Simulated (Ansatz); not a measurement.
ZrOs:
```yaml
crystal:
  lattice:
    - [3.24709, 0.00000, 0.00000]
    - [0.00000, 3.24709, 0.00000]
    - [0.00000, 0.00000, 3.24709]
  atoms:
    - { symbol: Zr, position: [0.50000, 0.50000, 0.50000] }
    - { symbol: Os, position: [0.00000, 0.00000, 0.00000] }
```

Relaxed with PBEsol. Special points in fractions of this cell's reciprocal vectors: Γ (0.000, 0.000, 0.000); X (0.000, 0.500, 0.000); M (0.500, 0.500, 0.000); R (0.500, 0.500, 0.500).

Problem. List the band energies nearest the Fermi level at these points for DFT-PBEsol with spin–orbit coupling in the program Ansatz with PAW potentials.

Solution. In eV from the Fermi level; about four levels below and three above (degenerate sets whole), none deeper than 8.9 eV; points with the same levels are listed once.

```json
[
 {"k": "Γ", "below": "-1.73 -1.73 -1.73 -1.73 -1.19 -1.19", "above": "2.27 2.27 2.27 2.27"},
 {"k": "X", "below": "-1.12 -1.12 -0.50 -0.50", "above": "0.88 0.88 1.18 1.18"},
 {"k": "M", "below": "-3.45 -3.45 -3.20 -3.20", "above": "0.58 0.58 0.69 0.69"},
 {"k": "R", "below": "-1.86 -1.86 -1.86 -1.86", "above": "0.75 0.75 0.75 0.75"}
]
```

Space group Pm-3m (CsCl type). The first step of the workflow began from a Materials Project structure, measured or hypothetical; the Crystallography Open Database files this formula in space group No. 221, but the cells were not matched. Whether it is the stable phase at ambient conditions was not checked. The cell was relaxed with PBEsol under the symmetry of its start; of distortions, only those at the zone centre were tested. The run is not spin-polarised.

Potentials: the later of the program's two PAW sets.
